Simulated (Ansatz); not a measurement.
³⁵Cl nuclear quadrupole resonance in Li17Cl5O6

Cell: a Materials Project structure (computed, not necessarily an observed phase), atoms as given.

```cif
data_Li17Cl5O6
_symmetry_space_group_name_H-M 'Pm'
_symmetry_Int_Tables_number 6
_cell_length_a 5.5792
_cell_length_b 3.8364
_cell_length_c 16.7433
_cell_angle_alpha 90.000
_cell_angle_beta 93.163
_cell_angle_gamma 90.000
loop_
_atom_site_label
_atom_site_type_symbol
_atom_site_symmetry_multiplicity
_atom_site_Wyckoff_symbol
_atom_site_fract_x
_atom_site_fract_y
_atom_site_fract_z
Li1 Li 1 b 0.2666 0.5000 0.9098
Li2 Li 1 b 0.2405 0.5000 0.5669
Li3 Li 1 b 0.3334 0.5000 0.2407
Li4 Li 1 b 0.7172 0.5000 0.7528
Li5 Li 1 b 0.6789 0.5000 0.4354
Li6 Li 1 b 0.7714 0.5000 0.0829
Li7 Li 1 b 0.2073 0.5000 0.7416
Li8 Li 1 b 0.2734 0.5000 0.0779
Li9 Li 1 b 0.7565 0.5000 0.9164
Li10 Li 1 b 0.7295 0.5000 0.5942
Li11 Li 1 b 0.8010 0.5000 0.2493
Li12 Li 1 a 0.9908 0.0000 0.8286
Li13 Li 1 a 0.9736 0.0000 0.5036
Li14 Li 1 a 0.0418 0.0000 0.1590
Li15 Li 1 a 0.5152 0.0000 0.9965
Li16 Li 1 a 0.4602 0.0000 0.6640
Li17 Li 1 a 0.5263 0.0000 0.3431
Cl18 Cl 1 a 0.4915 0.0000 0.8363
Cl19 Cl 1 a 0.4415 0.0000 0.4933
Cl20 Cl 1 a 0.5384 0.0000 0.1612
Cl21 Cl 1 a 0.0144 0.0000 0.0095
Cl22 Cl 1 a 0.9601 0.0000 0.6776
O23 O 1 b 0.9905 0.5000 0.8362
O24 O 1 b 0.9370 0.5000 0.5103
O25 O 1 b 0.0442 0.5000 0.1738
O26 O 1 b 0.5152 0.5000 0.9983
O27 O 1 b 0.4629 0.5000 0.6658
O28 O 1 b 0.5705 0.5000 0.3249
```

One atom of each set is listed.

All values are calculated (Ansatz; DFT, r2SCAN, plane waves and PAW, scalar-relativistic, 500 eV cutoff, Γ-centred 4×6×2 k-points, Fermi–Dirac smearing 0.02 eV), not measured.

³⁵Cl: I = 3/2, Q = -81.12 mb (year-2017 value). Static lattice, zero field.

Q: Predict the zero-field ³⁵Cl lines of each site.

A: For I = 3/2 there is one line, ν = (|C_Q|/2)(1 + η²/3)^½.

```csv
site,atoms,V_zz (10²¹ V/m²),C_Q (MHz),η,line frequencies (MHz)
Cl18,1,-0.30,0.588,0.72,0.318
Cl19,1,3.81,-7.48,0.34,3.81
Cl20,1,-1.55,3.05,0.33,1.55
Cl21,1,-0.31,0.616,0.48,0.319
Cl22,1,0.84,-1.65,0.90,0.933
```

Q: And for ³⁷Cl (I = 3/2, Q = -63.93 mb) on Cl19?

A: C_Q scales with Q to -5.89 MHz, with lines at 3.00 MHz.

The run took 1.9 min of wall time (1.9 min of CPU time) and 1.5 GiB at its peak, on 1 thread of Intel Xeon Platinum 8488C (Sapphire Rapids) (x86_64; 4 cores open to the job, memory cap 2.5 GiB, no GPU), a shared host with a load of 0.3 a core.
